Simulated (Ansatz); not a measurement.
CuAu:
Space group P4/mmm (No. 123); a = b = 2.8772 Å, c = 3.6243 Å, α = β = γ = 90.00°

```
atom  site  symmetry       x       y       z
----  ----  --------  ------  ------  ------
Au      1a     4/mmm  0.0000  0.0000  0.0000
Cu      1d     4/mmm  0.5000  0.5000  0.5000
```

Relaxed with PBE.

Q: Which orbitals make up the states near the Fermi level in PBE in the plane-wave PAW code Ansatz?

A: Within 0.5 eV of the Fermi level: Au 6s 24 %, Cu 3d 19 %, Cu 4s 17 %, Au 5d 17 %, outside the projected shells 23 %. Projections are on Löwdin-orthogonalised atomic valence shells; empty p or d shells of many metals are not among them.

Q: Tabulate the density of states.

A: States/eV per cell of 2 atoms, in 0.25 eV bins, energy from the Fermi level.

```tsv
E (eV)	total	Cu 3d	Au 5d	Au 6s
-7.85	0.28	0.00	0.02	0.15
-7.60	0.34	0.01	0.04	0.18
-7.35	0.40	0.01	0.06	0.21
-7.10	0.46	0.01	0.09	0.22
-6.85	0.59	0.03	0.17	0.25
-6.60	1.33	0.09	0.71	0.29
-6.35	1.95	0.14	1.23	0.30
-6.10	2.70	0.20	2.01	0.19
-5.85	2.50	0.20	1.96	0.10
-5.60	3.29	0.33	2.60	0.13
-5.35	4.17	0.54	3.35	0.19
-5.10	3.13	0.42	2.55	0.10
-4.85	3.15	0.46	2.51	0.10
-4.60	3.13	0.42	2.49	0.12
-4.35	3.37	0.58	2.58	0.12
-4.10	3.62	0.72	2.73	0.11
-3.85	4.61	0.90	3.44	0.15
-3.60	2.69	0.58	1.87	0.12
-3.35	1.81	0.55	1.05	0.08
-3.10	1.90	0.90	0.75	0.07
-2.85	2.50	1.77	0.46	0.05
-2.60	6.20	5.25	0.70	0.04
-2.35	5.43	4.65	0.62	0.03
-2.10	8.21	7.05	1.02	0.03
-1.85	7.93	6.06	1.74	0.05
-1.60	6.66	5.22	1.29	0.06
-1.35	1.49	0.97	0.32	0.08
-1.10	0.84	0.41	0.14	0.10
-0.85	0.67	0.27	0.11	0.10
-0.60	0.56	0.18	0.09	0.10
-0.35	0.54	0.14	0.09	0.11
-0.10	0.64	0.12	0.12	0.16
0.15	0.60	0.10	0.10	0.15
0.40	0.59	0.08	0.09	0.14
0.65	0.58	0.07	0.08	0.14
0.90	0.57	0.06	0.07	0.13
1.15	0.54	0.05	0.06	0.12
1.40	0.52	0.04	0.05	0.11
1.65	0.50	0.03	0.04	0.10
1.90	0.48	0.03	0.04	0.09
2.15	0.46	0.02	0.03	0.09
2.40	0.44	0.02	0.03	0.08
2.65	0.45	0.02	0.02	0.09
2.90	0.46	0.02	0.02	0.11
3.15	0.48	0.02	0.02	0.11
3.40	0.52	0.02	0.03	0.12
3.65	0.57	0.02	0.03	0.13
3.90	0.58	0.02	0.03	0.13
4.15	0.56	0.01	0.02	0.12
4.40	0.57	0.01	0.02	0.10
4.65	0.59	0.01	0.02	0.08
```

The PBE relaxation kept the symmetry of its start; of distortions, only those at the zone centre were tested. The run is not spin-polarised. Axis ratios of metals converge slowly with the k-mesh, so a and c are less sure than the volume. Scalar-relativistic: spin–orbit coupling is off unless named, which matters more the heavier the elements.

Potentials: the later of the program's two PAW sets.
